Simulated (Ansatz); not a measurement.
RhPb:
```
RhPb
1.0
    3.34618     0.00000     0.00000
    0.00000     3.34618     0.00000
    0.00000     0.00000     3.34618
Pb Rh
1 1
Direct
  0.00000   0.00000   0.00000
  0.50000   0.50000   0.50000
```

Relaxed with r²SCAN. Special points in fractions of this cell's reciprocal vectors: Γ (0.000, 0.000, 0.000); X (0.000, 0.500, 0.000); M (0.500, 0.500, 0.000); R (0.500, 0.500, 0.500).

Q: List the band energies nearest the Fermi level at these points for plane-wave PAW r²SCAN (Ansatz code).

A: In eV from the Fermi level; about four levels below and three above (degenerate sets whole), none deeper than 8.9 eV; points with the same levels are listed once.

```tsv
k	below	above
Γ	-3.03 -3.03 -1.19 -1.19 -1.19	2.99 2.99 2.99
X	-2.60 -2.60 -1.31 -0.21	8.27 8.27 9.00
M	-2.74 -1.69 -1.69 -0.55	0.40 3.05 7.46
R	-4.88 -4.88 -4.88 -0.50 -0.50	3.99 3.99 3.99
```

Space group Pm-3m (CsCl type). A made-up cell: these elements were put on the sites of a structure type; neither database checked (COD, Materials Project) lists it. COD files the formula under space group No. 191. Whether it is the stable phase at ambient conditions was not checked. Symmetry was held in the r²SCAN relaxation; whether a distortion lowers the energy is not shown. No spin polarisation was allowed. Scalar-relativistic: spin–orbit coupling is off unless named, which matters more the heavier the elements.

Potentials: the earlier of the program's two PAW sets.
